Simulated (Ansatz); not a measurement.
Relaxed-ion elastic tensor of BN in space group Fmm2 (No. 42; B on 4a, N on 4a) in GPa (Voigt order), LDA in the plane-wave PAW code Ansatz; density 2.34 g/cm³, 8.79 Å³ per atom.

|  | 1 | 2 | 3 | 4 | 5 | 6 |
|---|---|---|---|---|---|---|
| 1 | 911 | 4.8 | 218 | 0.0 | 0.0 | 0.0 |
| 2 | 4.8 | 27.7 | -5.2 | 0.0 | 0.0 | 0.0 |
| 3 | 218 | -5.2 | 917 | 0.0 | 0.0 | 0.0 |
| 4 | 0.0 | 0.0 | 0.0 | -3.6 | 0.0 | 0.0 |
| 5 | 0.0 | 0.0 | 0.0 | 0.0 | 348 | 0.0 |
| 6 | 0.0 | 0.0 | 0.0 | 0.0 | 0.0 | 10.8 |

Problem. Is the crystal mechanically stable?

Solution. No: the smallest eigenvalue of C is -3.6 GPa.

The workflow started from a Materials Project entry (that database holds measured and hypothetical structures alike); the Crystallography Open Database copy checked does not list it. It is not the phase usual at ambient conditions (space group No. 186, 194, 216). Symmetry was held in the LDA relaxation. At this level the phase is mechanically unstable. A crystal of weakly bound layers computed without a dispersion correction: the cell and the soft elastic constants depend strongly on that.

Potentials: the earlier of the program's two PAW sets. The files were generated under PBE; for other functionals the program regenerates the frozen cores, and for LDA and PBEsol the local potential too.
